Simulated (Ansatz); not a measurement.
Data:

SiGe:
```cif
data_Ge6Si6
_chemical_formula_sum 'Si6 Ge6'
_space_group_name_H-M_alt 'R-3m :H'
_space_group_IT_number 166
_space_group_name_Hall '-R 3 2"'
_cell_length_a 3.92093
_cell_length_b 3.92093
_cell_length_c 19.17527
_cell_angle_alpha 90.000
_cell_angle_beta 90.000
_cell_angle_gamma 120.000
loop_
_atom_site_label
_atom_site_type_symbol
_atom_site_symmetry_multiplicity
_atom_site_Wyckoff_symbol
_atom_site_fract_x
_atom_site_fract_y
_atom_site_fract_z
_atom_site_occupancy
Si1 Si 6 c 0.00000 0.00000 0.06115 1
Ge1 Ge 6 c 0.00000 0.00000 0.43593 1
```
(The calculation used a cell of 4 atoms; values per cell refer to that cell.)

This is the PBEsol-relaxed structure.

Task: All from PBEsol in the plane-wave PAW code Ansatz, unless another level is named. Predict the electronic dielectric constant ε∞ (DFPT).

Result: 15.3 (xx = yy), 15.5 (zz).

Task: And the Born charges (a third of the trace)?

Result: Si -0.05, Ge +0.05 e.

The start of the workflow was typed in or built on a structure type; neither database checked (COD, Materials Project) lists it. Whether it is the stable phase at ambient conditions was not checked. Symmetry was held in the PBEsol relaxation; whether a distortion lowers the energy is not shown. Spin–orbit coupling is left out wherever it is not named.

Potentials: the earlier of the program's two PAW sets. The files were generated under PBE; for other functionals the program regenerates the frozen cores, and for LDA and PBEsol the local potential too.
